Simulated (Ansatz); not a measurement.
Al$_{3}$Pt$_{2}$:
```
CELL_PARAMETERS angstrom
      4.21263     0.00000     0.00000
     -2.10631     3.64824     0.00000
      0.00000     0.00000     5.18638
ATOMIC_POSITIONS crystal
  Al 0.00000 0.00000 0.00000
  Al 0.33333 0.66667 0.64718
  Al 0.66667 0.33333 0.35282
  Pt 0.33333 0.66667 0.16610
  Pt 0.66667 0.33333 0.83390
```

This is the r²SCAN-relaxed structure.

All from plane-wave PAW r²SCAN (Ansatz code), unless another level is named. Give the density of states at the Fermi level.

0.17 states/eV per atom (mean over ±0.08 eV).

Predict the formation energy from the elements (no fitted shifts).

-1.09 eV/atom.

Space group P-3m1 (La2O3 or Ni2Al3 type). The first step of the workflow began from a Materials Project structure, measured or hypothetical; the Crystallography Open Database copy checked does not list it. Whether it is the stable phase at ambient conditions was not checked. The r²SCAN relaxation kept the symmetry of its start; whether a distortion lowers the energy is not shown. No spin polarisation was allowed. The references are the lowest solids computed at this level, not always the standard phases. Scalar-relativistic: spin–orbit coupling is off unless named, which matters more the heavier the elements.

Potentials: the later of the program's two PAW sets.
